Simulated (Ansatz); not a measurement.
## BaIrO3: do energies and stresses tell the same story?

These are results of Ansatz 0.2.0, DFT PBEsol, scalar-relativistic, plane waves, PAW, not measurements.

Settings: cutoff 420 eV, Γ-centred mesh 10×10×10 on the computed 5-atom cell, Gaussian smearing of 0.10 eV; no spin polarisation.

Relaxed cell: Pm-3m, a = 4.001 Å, b = 4.001 Å, c = 4.001 Å, α = 90.00°, β = 90.00°, γ = 90.00°, 5 atoms in the primitive cell. Whether it is the stable form of this composition wasn't checked.

Energies at zero smearing and pressures from the stress tensor, at volumes with shape and atoms relaxed:
```csv
V (Å³/atom),E − E(first) (meV/atom),P (GPa)
12.044,0.00,12.96
12.428,-21.88,5.87
12.812,-28.45,0.02
13.197,-22.28,-4.93
13.581,-5.22,-9.19
```

Check P = −dE/dV between neighbouring volumes, and get the bulk modulus from the pressures alone.

With 1 eV/Å³ = 160.2 GPa:
```
middle V (Å³/atom)  −ΔE/ΔV (GPa) mean P (GPa)
            12.236         9.122         9.418
            12.620         2.735         2.945
            13.004        -2.569        -2.457
            13.389        -7.112        -7.062
```

The two differ by 0.30 GPa at most. The mean of two end pressures misses the average over a step by about ΔV² P″/12, up to 0.12 GPa here; with that taken off 0.18 GPa remains. The stress is the derivative of the free energy, not of the energy at zero smearing, and with free energies 0.01 GPa remains. Around V = 12.812 Å³/atom, the two neighbours give B = −V ΔP/ΔV = 12.812 × 10.80 / 0.769 = 180.0 GPa, against B0 = 178.2 GPa from the Birch–Murnaghan fit of the energies.

Spin-orbit coupling is left out, which matters for the bands of heavy elements. Spin polarisation was left out, and a magnetic state may lie lower.

A ferromagnetic start lost its moments in a first run, so spin was left out; other magnetic orders weren't tried.

Symmetry holds off the tilts and polar distortions that many cubic perovskites undergo.

Cost: 6 runs of about 1.7 core-minutes in all, on Arm Neoverse V1 (shared hosts).